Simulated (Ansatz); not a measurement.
This cell of ZnO (wurtzite) is off equilibrium:

```xyz
4
Lattice="3.2796 0.0000 0.0000 -1.6398 2.8402 0.0000 0.0000 0.0000 5.2933" Properties=species:S:1:pos:R:3 pbc="T T T"
Zn     1.6398     0.9467     0.0114
Zn     0.0000     1.8935     2.6580
O      1.6398     0.9467     3.2980
O      0.1155     2.0089     0.7668
```

The numbers are results of PBE (plane waves to 420 eV, PAW, scalar-relativistic; Ansatz, a program for electronic structure), not measurements. k mesh 9×9×5 (Γ-centred), Fermi-Dirac smearing 0.05 eV. Energies are smeared free energies. Compression counts positive. ZnO was relaxed with its symmetry unable to fall.

Problem. Predict the force on every atom, in eV/Å.

Solution. 
```tsv
atom	Fx	Fy	Fz
Zn1	0.252	0.543	0.044
Zn2	-0.047	-0.041	0.688
O3	0.090	0.105	0.544
O4	-0.295	-0.607	-1.276
```

Problem. What is the stress tensor (GPa)?

Solution. 
```
  -2.17    -1.42    -0.74
  -1.42     1.60    -1.46
  -0.74    -1.46     4.11
```
The pressure, a third of the trace, is 1.18 GPa.

Problem. In it atom 4 sits (0.115, 0.115, 0.115) Å away from its relaxed site. What is its energy relative to the relaxed cell?

Solution. 136.6 meV/cell.

(A displaced cell: forces are minus the slopes of the energy, force constants its curvatures, and phonons follow from these.)
